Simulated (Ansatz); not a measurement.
SiSe2:
```
CELL_PARAMETERS angstrom
     -3.03926     4.41210     2.90359
      3.03926    -4.41210     2.90359
      3.03926     4.41210    -2.90359
ATOMIC_POSITIONS crystal
  Se 0.86758 0.78462 0.65220
  Se 0.36758 0.71538 0.08296
  Se 0.63242 0.28462 0.91704
  Se 0.13242 0.21538 0.34780
  Si 0.75000 0.75000 0.00000
  Si 0.25000 0.25000 0.00000
```

Tensor components refer to the Cartesian frame of this cell.

Problem. Give the high-frequency dielectric tensor and the Born effective charge tensors of the independent atoms from DFPT, LDA in the plane-wave PAW code Ansatz.

Solution. 
ε∞:
```
5.02  0.00  0.00
0.00  5.64  0.00
0.00  0.00  7.68
```
Z* of atom 1 (Se), rows: field, columns: displacement, in e:
```
-0.75  -0.21   0.00
-0.36  -0.76   0.00
 0.00   0.00  -2.16
```
Z* of atom 5 (Si), rows: field, columns: displacement, in e:
```
1.49  0.00  0.00
0.00  1.51  0.00
0.00  0.00  4.33
```

Space group Ibam. The cell was relaxed with LDA under the symmetry of its start. A crystal of weakly bound chains computed without a dispersion correction: the cell and the soft elastic constants depend strongly on that. Scalar-relativistic: spin–orbit coupling is off unless named, which matters more the heavier the elements.

Potentials: the later of the program's two PAW sets.
